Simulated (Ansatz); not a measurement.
## Al₂Au: computed property card

Al2Au:
Space group I4/mmm (No. 139); a = 3.6157 Å, b = 3.6157 Å, c = 7.6656 Å, α = 90.00°, β = 90.00°, γ = 90.00°

| atom | site | symmetry | x | y | z |
|---|---|---|---|---|---|
| Au | 2a | 4/mmm | 0.0000 | 0.0000 | 0.0000 |
| Al | 4e | 4mm | 0.0000 | 0.0000 | 0.3357 |
(The calculation used a cell of 3 atoms; values per cell refer to that cell.)

Space group I4/mmm (No. 139), MoSi2 or CaC2 type; conventional cell a = b = 3.616 Å, c = 7.666 Å, α = β = γ = 90.00°.

Method: PBEsol (plane waves, PAW; program Ansatz). Geometry: relaxed at this level of theory. Other levels are named where they apply.

### Cell and energy

| Item | Result |
|---|---|
| Volume per atom | 16.70 Å³ |
| Density | 8.32 g/cm³ |
| Formation energy from the elements (no fitted shifts) | -0.21 eV/atom |

### Electronic structure

| Property | Value |
|---|---|
| Electronic character | metallic (no gap) |
| Density of states at the Fermi level | 0.30 states/eV per atom (mean over ±0.08 eV) |
| Gap with spin–orbit coupling | none (metallic) |

### Mechanics

| Property | Result |
|---|---|
| Bulk modulus (Birch–Murnaghan fit) | 101 GPa |
| Pressure derivative B′ | 5.1 |

### Phonons

| Quantity | Value |
|---|---|
| Highest zone-centre frequency | 423 cm⁻¹ |
| Zone-centre stability | no imaginary mode at Γ |

A made-up cell: these elements were put on the sites of a structure type; neither database checked (COD, Materials Project) lists it. COD files the formula under space group No. 225. Its standing as an ambient phase is unchecked. The PBEsol relaxation kept the symmetry of its start. As this level gives no gap, phonon frequencies hold no LO–TO term and depend on the k-mesh and smearing (Fermi–Dirac, 0.1 eV here). Axis ratios of metals converge slowly with the k-mesh, so a and c are less sure than the volume. The references are the lowest solids computed at this level, not always the standard phases. Scalar-relativistic: spin–orbit coupling is off unless named, which matters more the heavier the elements.

Potentials: the later of the program's two PAW sets.
